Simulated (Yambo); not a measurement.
Yambo input for CaHI (space group P4/nmm, No. 129) (a = b = 3.980 Å, c = 8.591 Å, α = β = γ = 90.00°), on PBEsol (pw.x of Quantum ESPRESSO, ONCV potentials, without SOC) wavefunctions on a 4×4×2 mesh:

```
optics
chi
dipoles
kernel
FFTGvecs= 40 Ry
Chimod= "HARTREE"
NGsBlkXd= 3 Ry
% QpntsRXd
 1 | 1 |
%
% BndsRnXd
 1 | 106 |
%
GrFnTpXd= "R"
% EnRngeXd
 0.0 | 20.0 | eV
%
% DmRngeXd
 0.2 | 0.2 | eV
%
CGrdSpXd= 50
ETStpsXd= 161
% LongDrXd
 1.0 | 0.0 | 0.0 |
%
% XfnQP_E
 2.12 | 1.0 | 1.0 |
%
```

First lines of the file o-*.eps_q1_inv_rpa_dyson:

```
Absorption @ Q(1):   1.00000000     0.00000000     0.00000000    [q->0 direction]
#
# [ X ] Hartree size     :   85
# [GEN] GF Energies     : Perdew, Burke & Ernzerhof SOL(X)+Perdew, Burke & Ernzerhof SOL(C)+ user defined corrections @E
# [GEN] Green`s Function     : Retarded
#
# [GEN] Gauge     : Length
# [GEN] [r,Vnl] included     : yes
#
#    E[1] [eV]     Im(eps)     Re(eps)     Im(eps_o)     Re(eps_o)
#
     0.000000     -0.11947E-16     3.920074     -0.11901E-16     4.401982
     0.125000     0.002018     3.920703     0.002468     4.402751
     0.250000     0.004043     3.922591     0.004944     4.405060
     0.375000     0.006081     3.925746     0.007436     4.408917
     0.500000     0.008138     3.930176     0.009953     4.414334
     0.625000     0.010222     3.935896     0.012503     4.421330
     0.750000     0.012340     3.942925     0.015095     4.429928
     0.875000     0.014499     3.951285     0.017739     4.440155
     1.000000     0.016706     3.961006     0.020443     4.452048
     1.125000     0.018971     3.972119     0.023219     4.465648
     1.250000     0.021301     3.984663     0.026076     4.481001
     1.375000     0.023707     3.998681     0.029028     4.498162
     1.500000     0.026198     4.014222     0.032088     4.517194
     1.625000     0.028786     4.031345     0.035268     4.538167
     1.750000     0.031483     4.050111     0.038584     4.561161
     1.875000     0.034302     4.070592     0.042055     4.586266
     2.000000     0.037259     4.092870     0.045697     4.613581
     2.125000     0.040370     4.117033     0.049532     4.643220
     2.250000     0.043653     4.143183     0.053584     4.675309
     2.375000     0.047130     4.171433     0.057879     4.709990
     2.500000     0.050825     4.201908     0.062447     4.747423
     2.625000     0.054763     4.234753     0.067323     4.787784
     2.750000     0.058978     4.270125     0.072544     4.831277
     2.875000     0.063503     4.308206     0.078158     4.878127
     3.000000     0.068380     4.349200     0.084214     4.928591
     3.125000     0.073658     4.393336     0.090776     4.982959
     3.250000     0.079392     4.440877     0.097913     5.041563
     3.375000     0.085648     4.492123     0.105711     5.104779
     3.500000     0.092507     4.547416     0.114270     5.173043
     3.625000     0.100062     4.607153     0.123711     5.246853
     3.750000     0.108428     4.671791     0.134179     5.326790
     3.875000     0.117745     4.741863     0.145854     5.413530
     4.000000     0.128186     4.817996     0.158957     5.507867
```
(The file goes on to the top of the energy range.) Convergence of the RPA response with its 4×4×2 mesh was not tested. The scissor comes from a G0W0 run whose convergence isn't established.

Geometry relaxed with PBE+D3(BJ).
